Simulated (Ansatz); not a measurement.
Co2Si:
```cif
data_Co8Si4
_chemical_formula_sum 'Co8 Si4'
_space_group_name_H-M_alt 'P 1'
_space_group_IT_number 1
_cell_length_a 4.85316
_cell_length_b 3.70354
_cell_length_c 6.96441
_cell_angle_alpha 90.000
_cell_angle_beta 90.000
_cell_angle_gamma 90.000
loop_
_space_group_symop_operation_xyz
  'x, y, z'
loop_
_atom_site_label
_atom_site_type_symbol
_atom_site_fract_x
_atom_site_fract_y
_atom_site_fract_z
_atom_site_occupancy
Co1 Co 0.82745 0.75000 0.56344 1
Co2 Co 0.17255 0.25000 0.43656 1
Co3 Co 0.67255 0.25000 0.06344 1
Co4 Co 0.32745 0.75000 0.93656 1
Co5 Co 0.53539 0.25000 0.72114 1
Co6 Co 0.46461 0.75000 0.27886 1
Co7 Co 0.96461 0.75000 0.22114 1
Co8 Co 0.03539 0.25000 0.77886 1
Si1 Si 0.20094 0.25000 0.10377 1
Si2 Si 0.79906 0.75000 0.89623 1
Si3 Si 0.29906 0.75000 0.60377 1
Si4 Si 0.70094 0.25000 0.39623 1
```
The run is spin-polarised; directions of the spins, atom by atom: ↑ ↑ ↑ ↑ ↑ ↑ ↑ ↑ 0 0 0 0.

Relaxed with r²SCAN.

Question: Which orbitals make up the states near the Fermi level in r²SCAN (plane waves, PAW; program Ansatz)?

Answer: Within 0.5 eV of the Fermi level: Co 3d 86 %, Si 3p 8 %. Projections are on Löwdin-orthogonalised atomic valence shells; empty p or d shells of many metals are not among them.

Question: Tabulate the density of states.

Answer: States/eV per cell of 12 atoms, in 0.25 eV bins, energy from the Fermi level.

| E (eV) | total | Co 3d | Si 3p | Co 4s |
|---|---|---|---|---|
| -7.85 | 0.00 | 0.00 | 0.00 | 0.00 |
| -7.60 | 0.15 | 0.02 | 0.09 | 0.04 |
| -7.35 | 1.40 | 0.21 | 0.79 | 0.32 |
| -7.10 | 3.36 | 0.63 | 1.74 | 0.71 |
| -6.85 | 3.86 | 0.80 | 2.02 | 0.71 |
| -6.60 | 4.10 | 1.03 | 2.04 | 0.63 |
| -6.35 | 4.19 | 1.24 | 2.00 | 0.54 |
| -6.10 | 3.32 | 1.02 | 1.58 | 0.42 |
| -5.85 | 3.29 | 1.19 | 1.47 | 0.35 |
| -5.60 | 3.59 | 1.39 | 1.53 | 0.39 |
| -5.35 | 4.19 | 1.72 | 1.70 | 0.48 |
| -5.10 | 6.38 | 3.06 | 2.45 | 0.59 |
| -4.85 | 8.39 | 4.42 | 3.05 | 0.61 |
| -4.60 | 8.85 | 5.02 | 3.00 | 0.51 |
| -4.35 | 10.41 | 6.26 | 3.28 | 0.50 |
| -4.10 | 9.09 | 5.78 | 2.63 | 0.37 |
| -3.85 | 12.93 | 9.11 | 2.91 | 0.43 |
| -3.60 | 9.66 | 7.31 | 1.76 | 0.25 |
| -3.35 | 14.26 | 11.51 | 1.98 | 0.29 |
| -3.10 | 10.80 | 9.34 | 0.91 | 0.21 |
| -2.85 | 11.18 | 9.84 | 0.69 | 0.27 |
| -2.60 | 12.65 | 11.09 | 0.84 | 0.28 |
| -2.35 | 15.05 | 13.25 | 0.97 | 0.29 |
| -2.10 | 15.23 | 13.94 | 0.56 | 0.23 |
| -1.85 | 16.91 | 15.75 | 0.48 | 0.20 |
| -1.60 | 21.51 | 20.10 | 0.58 | 0.25 |
| -1.35 | 21.07 | 19.79 | 0.46 | 0.24 |
| -1.10 | 23.93 | 22.56 | 0.46 | 0.28 |
| -0.85 | 20.93 | 19.70 | 0.46 | 0.24 |
| -0.60 | 18.89 | 17.41 | 0.59 | 0.26 |
| -0.35 | 13.20 | 11.58 | 0.83 | 0.23 |
| -0.10 | 7.75 | 6.51 | 0.67 | 0.18 |
| 0.15 | 5.39 | 4.54 | 0.47 | 0.10 |
| 0.40 | 5.90 | 4.89 | 0.63 | 0.12 |
| 0.65 | 4.98 | 3.93 | 0.66 | 0.15 |
| 0.90 | 6.73 | 5.61 | 0.69 | 0.15 |
| 1.15 | 7.91 | 6.72 | 0.74 | 0.14 |
| 1.40 | 5.17 | 3.93 | 0.81 | 0.13 |
| 1.65 | 4.53 | 3.04 | 0.98 | 0.14 |
| 1.90 | 5.44 | 3.45 | 1.30 | 0.20 |
| 2.15 | 4.19 | 2.30 | 1.20 | 0.17 |
| 2.40 | 3.79 | 1.90 | 1.12 | 0.15 |
| 2.65 | 3.20 | 1.56 | 0.96 | 0.12 |
| 2.90 | 3.74 | 1.72 | 1.17 | 0.17 |
| 3.15 | 3.81 | 1.56 | 1.17 | 0.24 |
| 3.40 | 3.03 | 1.06 | 0.99 | 0.26 |
| 3.65 | 3.94 | 1.33 | 1.29 | 0.40 |
| 3.90 | 4.56 | 1.37 | 1.57 | 0.50 |
| 4.15 | 3.98 | 1.10 | 1.45 | 0.49 |
| 4.40 | 3.89 | 1.03 | 1.44 | 0.54 |
| 4.65 | 3.65 | 0.84 | 1.31 | 0.70 |

Space group Pnma. The cell was relaxed with r²SCAN under the symmetry of its start. Magnetic state: ferromagnetic, chosen from 4 collinear starts compared on coarse meshes (ties went to the first, and starts can fall back to one state), not a proven ground state. Other orbital occupations within this spin state were not tried.

Potentials: the earlier of the program's two PAW sets. The files were generated under PBE; for other functionals the program regenerates the frozen cores, and for LDA and PBEsol the local potential too.
